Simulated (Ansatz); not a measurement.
Given:

VSi2:
```
CELL_PARAMETERS angstrom
      4.49082     0.00000     0.00000
     -2.24541     3.88916     0.00000
      0.00000     0.00000     6.27675
ATOMIC_POSITIONS crystal
  V  0.00000 0.50000 0.16667
  V  0.50000 0.00000 0.50000
  V  0.50000 0.50000 0.83333
  Si 0.83670 0.67340 0.50000
  Si 0.16330 0.83670 0.83333
  Si 0.32660 0.16330 0.16667
  Si 0.16330 0.32660 0.50000
  Si 0.83670 0.16330 0.83333
  Si 0.67340 0.83670 0.16667
```

This is the LDA-relaxed structure.

Task: All from LDA in the plane-wave PAW code Ansatz, unless another level is named. Predict the electronic character.

Result: metallic (no gap).

Task: What about the formation energy from the elements (no fitted shifts)?

Result: -0.58 eV/atom.

Task: Predict the density of states at the Fermi level.

Result: 0.76 states/eV per atom (mean over ±0.08 eV).

Space group P6_222. The LDA relaxation kept the symmetry of its start. The run is not spin-polarised. The references are the lowest solids computed at this level, not always the standard phases.

Potentials: the later of the program's two PAW sets.
